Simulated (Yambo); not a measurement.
G0W0@LDA for Rb$_{2}$PtH$_{6}$ (space group Fm-3m, No. 225) in Yambo. Reference settings: 2×2×2 Γ-centred k mesh, bands 5 to 278 and a 8 Ry block in the screening, 278 bands in G with the Bruneval-Gonze terminator, plasmon pole fitted at 27.2 eV. The LDA gap X → X on this mesh is 3.78 eV; G0W0 gaps are taken between the same points.

The settings were changed. The gap went from 6.28 eV to 6.35 eV, and the shift of the valence edge from -1.57 eV to -1.68 eV.

Question: Name the change that produced these shifts.
A) pole fitted at 55 eV
B) 1 Ry block
C) 175 bands in G
D) 123 bands in W

Answer: A, pole fitted at 55 eV. The others gave (gap, valence shift): 123 bands in W: 6.21, -1.42 eV; 175 bands in G: 6.28, -1.56 eV; 1 Ry block: 5.83, -1.12 eV.

Spin-orbit coupling is not included.

Geometry of the Materials Project entry, not relaxed at this level; primitive cell a = b = c = 6.0257 Å, α = β = γ = 60.00°.

The structure is a Materials Project entry; no match was found in the copy of COD used, and its stability was not checked.

A shift is the quasiparticle energy of the state minus its LDA energy.
